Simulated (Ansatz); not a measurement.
Input file for Ansatz (a quantum-chemistry and plane-wave program):

Ansatz 0.2 input:
```yaml
crystal:
  lattice:
    - [4.6108019236, 0.0, 0.0]
    - [0.0, 4.6108019236, 0.0]
    - [0.0, 0.0, 4.6108019236]
  atoms:
    - { symbol: Cs, position: [0.0, 0.0, 0.0] }
    - { symbol: I, position: [0.5, 0.5, 0.5] }
kpoints:
  mp_grid: { grid: [5, 5, 5] }
  band_path:
    path:
      - [[0.0, 0.0, 0.0], [0.0, 0.5, 0.0], [0.5, 0.5, 0.0], [0.0, 0.0, 0.0], [0.5, 0.5, 0.5], [0.0, 0.5, 0.0]]  # Γ-X-M-Γ-R-X
      - [[0.5, 0.5, 0.5], [0.5, 0.5, 0.0]]  # R-M
      - [VBM, CBM]
    npoints: 12
hamiltonian:
  xc: r2scan
  pseudopotentials: { kind: paw }
magnetization: { noncollinear: true, spin_orbit: true }
scf:
  n_extra_bands: 12
  convergence: { dr2_threshold: 0.0000000001 }
  occupations: { method: gaussian, width: 0.01 }
checkpoint: { write: soc.run }
output: { eigenvalues: true }
```

Output (shortened):

```
Pseudopotential: Cs, paw_fr, valence charge 9
Pseudopotential: I, paw_fr, valence charge 17
Functional definition: r2SCAN
non-collinear run that drives no moment, with spin-orbit …
Crystal: 2 atoms, lattice volume = 98.023 Å³
Basis set: ecut = 500 eV, 2517 PW (Γ), exchange–correlation on 144×144×144 points (64 copies of the dense FFT grid, shifted against one another)
Bands: 38, of which v1, the nominal top of the filled ones, is band 26 counted from 1 (25 counted from 0)
Symmetry: 48 space group operations + 48 with time reversal
k-points: 10 of 125
Projection manifold: j_resolved (fully-relativistic pseudo-atomic orbitals)
SCF iter   1: F=—  HF=-13193.612476 eV  |F-HF|=—  |Δ(HF+E_count)|=         —  Δρ=3.20e-2  dr2=2.42e0  dr2_τ=1.54e-3  dr2_m=0.00e0 (ungated)  ethr=3.10e-3  |M|=0.00e0 ∫|m|=0.00e0 μB  |m|>n=0.0e0 m-floor=0.0e0 τ_xc=0.0e0  β_m=0.30  ⟨swp⟩=11.8  Hψ=1342  notcnv=0  defer=4
preconditioner: auto → Resta (q_TF=auto, 2.187 Å⁻¹)
spin=Noncollinear: Resta preconditioning applied to the charge; magnetization (m_x, m_y, m_z) channels mix plain (no charge-response kernel on spin).
SCF iter   2: F=—  HF=-13192.986675 eV  |F-HF|=—  |Δ(HF+E_count)|=   6.26e-1  Δρ=1.94e-2  dr2=8.88e-1  dr2_τ=4.66e-4  dr2_m=0.00e0 (ungated)  ethr=3.10e-3  |M|=0.00e0 ∫|m|=0.00e0 μB  |m|>n=0.0e0 m-floor=0.0e0 τ_xc=0.0e0  β_m=0.52  ⟨swp⟩=3.9  Hψ=407  notcnv=0  defer=58
SCF iter   3: F=—  HF=-13192.651555 eV  |F-HF|=—  |Δ(HF+E_count)|=   3.35e-1  Δρ=3.31e-3  dr2=1.72e-2  dr2_τ=4.72e-5  dr2_m=0.00e0 (ungated)  ethr=3.10e-3  |M|=0.00e0 ∫|m|=0.00e0 μB  |m|>n=0.0e0 m-floor=0.0e0 τ_xc=0.0e0  β_m=0.72  ⟨swp⟩=4.7  Hψ=388  notcnv=0  defer=58
SCF iter   4: F=—  HF=-13192.653809 eV  |F-HF|=—  |Δ(HF+E_count)|=   2.25e-3  Δρ=9.18e-4  dr2=1.03e-3  dr2_τ=7.84e-6  dr2_m=0.00e0 (ungated)  ethr=6.63e-5  |M|=0.00e0 ∫|m|=0.00e0 μB  |m|>n=0.0e0 m-floor=0.0e0 τ_xc=0.0e0  β_m=0.86  ⟨swp⟩=3.4  Hψ=316  notcnv=0  defer=58
SCF iter   5: F=—  HF=-13192.654349 eV  |F-HF|=—  |Δ(HF+E_count)|=   5.40e-4  Δρ=1.43e-4  dr2=2.91e-5  dr2_τ=2.69e-7  dr2_m=0.00e0 (ungated)  ethr=3.98e-6  |M|=0.00e0 ∫|m|=0.00e0 μB  |m|>n=0.0e0 m-floor=0.0e0 τ_xc=0.0e0  β_m=0.86  ⟨swp⟩=3.7  Hψ=342  notcnv=0  defer=56
SCF iter   6: F=—  HF=-13192.654364 eV  |F-HF|=—  |Δ(HF+E_count)|=   1.50e-5  Δρ=3.85e-5  dr2=1.51e-6  dr2_τ=1.33e-8  dr2_m=0.00e0 (ungated)  ethr=1.12e-7  |M|=0.00e0 ∫|m|=0.00e0 μB  |m|>n=0.0e0 m-floor=0.0e0 τ_xc=0.0e0  β_m=0.93  ⟨swp⟩=2.0  Hψ=293  notcnv=0  defer=56
SCF iter   7: F=—  HF=-13192.654388 eV  |F-HF|=—  |Δ(HF+E_count)|=   2.38e-5  Δρ=5.81e-6  dr2=2.84e-8  dr2_τ=1.81e-9  dr2_m=0.00e0 (ungated)  ethr=5.81e-9  |M|=0.00e0 ∫|m|=0.00e0 μB  |m|>n=0.0e0 m-floor=0.0e0 τ_xc=0.0e0  β_m=0.89  ⟨swp⟩=2.0  Hψ=244  notcnv=0  defer=56
SCF iter   8: F=—  HF=-13192.654388 eV  |F-HF|=—  |Δ(HF+E_count)|=   1.95e-8  Δρ=1.72e-6  dr2=2.90e-9  dr2_τ=2.04e-11  dr2_m=0.00e0 (ungated)  ethr=1.09e-10  |M|=0.00e0 ∫|m|=0.00e0 μB  |m|>n=0.0e0 m-floor=0.0e0 τ_xc=0.0e0  β_m=0.95  ⟨swp⟩=2.0  Hψ=242  notcnv=0  defer=56
SCF iter   9: F=-13192.654388 eV  HF=-13192.654388 eV  |F-HF|=6.00e-11  |Δ(HF+E_count)|=   3.62e-9  Δρ=2.10e-7  dr2=4.50e-11  dr2_τ=4.68e-13  dr2_m=0.00e0 (ungated)  ethr=1.00e-12  |M|=0.00e0 ∫|m|=0.00e0 μB  |m|>n=0.0e0 m-floor=0.0e0 τ_xc=0.0e0  ⟨swp⟩=12.4  Hψ=1170  notcnv=0
SCF 1 converged in 9 iterations: F = -13192.654388 eV  dr2 = 4.50e-11
NSCF: frozen V_eff on 20 k-points
NSCF: frozen V_eff on 20 k-points
NSCF: frozen V_eff on 20 k-points
NSCF: frozen V_eff on 18 k-points
NSCF: frozen V_eff on 8 k-points
NSCF: frozen V_eff on 3 k-points
NSCF: frozen V_eff on 3 k-points
NSCF: frozen V_eff on 3 k-points
NSCF: frozen V_eff on 3 k-points
NSCF: frozen V_eff on 87 k-points
SCF converged after 9 iterations
Magnetization: |M| = 0.0000 μB,  M = (+0.0000, +0.0000, +0.0000) μB
Absolute magnetization: 0.0000 μB (∫|m|)
  site 0: m = (+0.0000, +0.0000, +0.0000) μB, |m| = 0.0000 μB  (R = 1.65 Å)
  site 1: m = (+0.0000, +0.0000, +0.0000) μB, |m| = 0.0000 μB  (R = 1.65 Å)
Free energy (F): -13192.654388 eV
Harris-Foulkes:  -13192.654388 eV  (|F-HF|=6.00e-11)
Internal energy: -13192.654388 eV  (E = F + TS)
E sigma→0 (E₀):  -13192.654388 eV
Fermi energy:    5.788862 eV
--- Per-component energies (eV) ---
  E_band       = -460.007209
  E_kinetic    = 331.685098
  E_local      = -2480.124149  (includes V_loc(G=0)·N_el)
  E_nonlocal   = -60.047680
  E_hartree    = 1230.693544
  E_xc         = -284.204660
  E_vxc        = -278.346347  (∫ρ·V_xc dr)
  E_paw        = -9908.333165  (= ΣΔE_a)
  E_vpaw       = -449.502428  (= ΣTr[D̂ρ^β])
  E_aug_tail   = -0.000035  (compensation charges beyond the density's cutoff)
  E_vtau       = 14.941073  (kinetic-family band-sum trace: ∫τ·v_τ [+ j·A + Jᵃ·Aᵃ] dr)
  E_ewald      = -2022.458649
  E_core_change = 0.135307  (= ΣΔE_core)
  E_smearing   =  0.000000  (= −TS)
  E_closure    = 0.000000  (closes the sum)
  Σ components = -13192.654388   (vs F -13192.654388, Δ=0.00e0)
  [band-id]    e_kinetic+e_local+e_nonlocal+2·e_hartree+e_vxc+e_vpaw+e_augmentation_tail+e_vtau = -460.007380   (vs E_band -460.007209, Δ=-1.72e-4)
--- Band table (eV; the first three rows and the last of 10) ---
  k-point 0: bands = ["-41.2715", "-41.2715", "-41.2715", "-41.2715", "-39.5603", "-39.5603", "-39.5591", "-39.5591", "-39.5591", "-39.5591", "-17.5286", "-17.5286", "-7.4758", "-7.4758", "-5.0228", "-5.0228", "-3.4044", "-3.4044", "-3.4044", "-3.4044", …
  k-point 1: bands = ["-41.2715", "-41.2715", "-41.2715", "-41.2715", "-39.5603", "-39.5603", "-39.5591", "-39.5591", "-39.5591", "-39.5591", "-17.5207", "-17.5207", "-7.4799", "-7.4799", "-5.0202", "-5.0202", "-3.4355", "-3.4355", "-3.3821", "-3.3821", …
  k-point 2: bands = ["-41.2715", "-41.2715", "-41.2714", "-41.2714", "-39.5603", "-39.5603", "-39.5591", "-39.5591", "-39.5590", "-39.5590", "-17.5078", "-17.5078", "-7.4896", "-7.4896", "-5.0132", "-5.0132", "-3.4740", "-3.4740", "-3.3453", "-3.3453", …
  k-point 9: bands = ["-41.2714", "-41.2714", "-41.2714", "-41.2714", "-39.5604", "-39.5604", "-39.5590", "-39.5590", "-39.5590", "-39.5590", "-17.4711", "-17.4711", "-7.2362", "-7.2362", "-5.1989", "-5.1989", "-3.6504", "-3.6504", "-3.6401", "-3.6401", …
```

Cost: about 110 core-seconds (a rough figure) on shared cores.

Space group Pm-3m (CsCl type). The cell was relaxed with r²SCAN under the symmetry of its start.

Potentials: the later of the program's two PAW sets.

Ansatz is a plane-wave DFT program.
